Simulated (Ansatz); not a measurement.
SnTeO$_{3}$:
```
CELL_PARAMETERS angstrom
      2.66617     1.53931     9.30906
     -2.66617     1.53931     9.30906
      0.00000    -3.07863     9.30906
ATOMIC_POSITIONS crystal
  Sn 0.71742 0.71742 0.71742
  Sn 0.21742 0.21742 0.21742
  Te 0.95685 0.95685 0.95685
  Te 0.45685 0.45685 0.45685
  O  0.60298 0.95881 0.21366
  O  0.95881 0.21366 0.60298
  O  0.21366 0.60298 0.95881
  O  0.71366 0.45881 0.10298
  O  0.45881 0.10298 0.71366
  O  0.10298 0.71366 0.45881
```

Relaxed with r²SCAN.

Task: Which orbitals make up the states near the band edges in plane-wave PAW r²SCAN (Ansatz code)?

Result: Top 1 eV of the valence band: O 2p 40 %, Sn 5s 30 %, Sn 5p 18 %, Te 5p 7 %. Bottom 1 eV of the conduction band: Te 5p 39 %, Sn 5p 29 %, O 2p 15 %, O 2s 7 %, outside the projected shells 8 %. Projections are on Löwdin-orthogonalised atomic valence shells; empty p or d shells of many metals are not among them.

Task: Tabulate the density of states.

Result: States/eV per cell of 10 atoms, in 0.25 eV bins, energy from the valence-band maximum.

```
E (eV)  total   O 2p  Te 5p  Sn 5p
------  -----  -----  -----  -----
-7.85    0.94   0.55   0.10   0.00
-7.60    5.95   3.40   0.62   0.05
-7.35    3.42   1.93   0.38   0.05
-7.10    2.11   1.18   0.26   0.05
-6.85    1.57   0.87   0.22   0.05
-6.60    1.12   0.63   0.18   0.05
-6.35    0.80   0.48   0.14   0.04
-6.10    2.96   2.02   0.57   0.23
-5.85   13.17   9.06   2.54   0.94
-5.60    0.57   0.22   0.17   0.03
-5.35    2.19   1.02   0.72   0.15
-5.10    4.74   2.42   1.61   0.28
-4.85    8.45   4.56   2.96   0.30
-4.60    0.06   0.03   0.00   0.00
-4.35    0.72   0.38   0.03   0.03
-4.10    2.65   1.62   0.17   0.12
-3.85   11.56   8.12   0.98   0.56
-3.60    6.83   5.64   0.36   0.30
-3.35    9.34   8.32   0.22   0.38
-3.10    8.12   7.09   0.17   0.40
-2.85   10.30   7.99   0.38   0.97
-2.60   12.21  10.36   0.35   0.73
-2.35    7.35   6.75   0.14   0.14
-2.10   15.96  15.11   0.21   0.15
-1.85   10.90   9.70   0.37   0.18
-1.60    0.00   0.00   0.00   0.00
-1.35    0.12   0.05   0.01   0.02
-1.10    4.45   1.80   0.32   0.80
-0.85    5.16   2.02   0.36   0.93
-0.60    4.49   1.83   0.30   0.78
-0.35    1.46   0.58   0.13   0.25
-0.10    0.33   0.12   0.03   0.06
0.15     0.00   0.00   0.00   0.00
0.40     0.00   0.00   0.00   0.00
0.65     0.00   0.00   0.00   0.00
0.90     0.00   0.00   0.00   0.00
1.15     0.00   0.00   0.00   0.00
1.40     0.00   0.00   0.00   0.00
1.65     0.00   0.00   0.00   0.00
1.90     0.00   0.00   0.00   0.00
2.15     0.00   0.00   0.00   0.00
2.40     0.00   0.00   0.00   0.00
2.65     0.32   0.04   0.12   0.11
2.90     6.34   0.83   2.45   2.01
3.15     8.10   1.21   3.13   2.39
3.40     3.61   0.59   1.41   0.97
3.65     5.63   0.96   2.16   1.44
3.90     3.99   0.68   1.53   0.99
4.15     3.83   0.68   1.57   0.80
4.40     2.84   0.41   0.76   1.10
4.65     5.58   0.93   1.59   1.92
4.90     5.55   0.97   1.61   1.81
5.15     2.21   0.39   0.63   0.74
5.40     3.12   0.44   0.74   1.29
5.65     5.63   0.80   1.00   2.65
5.90     4.95   0.80   1.12   1.91
6.15     2.88   0.48   0.67   1.10
6.40     5.42   0.91   1.03   2.17
6.65     4.76   0.87   1.06   1.63
6.90     4.63   0.83   1.08   1.45
7.15     1.16   0.18   0.22   0.28
7.40     0.74   0.10   0.07   0.13
```

Space group R3c. The start of the workflow was typed in or built on a structure type; neither database checked (COD, Materials Project) lists it. Its standing as an ambient phase is unchecked. The r²SCAN relaxation kept the symmetry of its start; its stability against distortions is not shown here. The volume moved by 82 % from the start of the relaxation. Scalar-relativistic: spin–orbit coupling is off unless named, which matters more the heavier the elements.

Potentials: the earlier of the program's two PAW sets.
